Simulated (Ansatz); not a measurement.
Relaxed Se (trigonal-Se type, space group P3_121):

```
CELL_PARAMETERS angstrom
      9.01316     0.00000     0.00000
     -2.25329     3.90281     0.00000
      0.00000     0.00000     4.98884
ATOMIC_POSITIONS crystal
  Se 0.10844 0.00000 0.83333
  Se 0.60844 0.00000 0.83333
  Se 0.00000 0.21689 0.16667
  Se 0.50000 0.21689 0.16667
  Se 0.39156 0.78311 0.50000
  Se 0.89156 0.78311 0.50000
```

Scan: atom 1 (Se, nearest neighbour Se at 2.373 Å; its periodic images, 4.5 Å or more away, move with it) is displaced along Cartesian z, direction (0.000, 0.000, 1.000) in Cartesian axes, by s. The other atoms stay.

All values below come from r2SCAN (plane waves to 500 eV, PAW, scalar-relativistic; Ansatz, a first-principles code). k mesh 7×7×6 (Γ-centred), Fermi-Dirac smearing 0.05 eV. The energy includes the smearing's −TS. F⊥ is the part of the force across the line. Se was relaxed with its symmetry unable to fall. The PAW data are Ansatz's earlier set. The zero of ΔE is the undisplaced structure.

Estimate the ΔE (meV/cell) and |F⊥| (eV/Å) for s (Å) = -0.240, -0.192, -0.144, -0.096, -0.048, 0.048, 0.192, 0.240.


```
s (Å)   ΔE (meV/cell)  |F⊥| (eV/Å)
------  -------------  -----------
-0.240          255.7        0.853
-0.192          162.9        0.579
-0.144           91.3        0.365
-0.096           40.5        0.205
-0.048           10.1        0.090
0.048            10.1        0.091
0.192           163.9        0.590
0.240           257.7        0.870
```

(A displaced cell: forces are minus the slopes of the energy, force constants its curvatures, and phonons follow from these.)
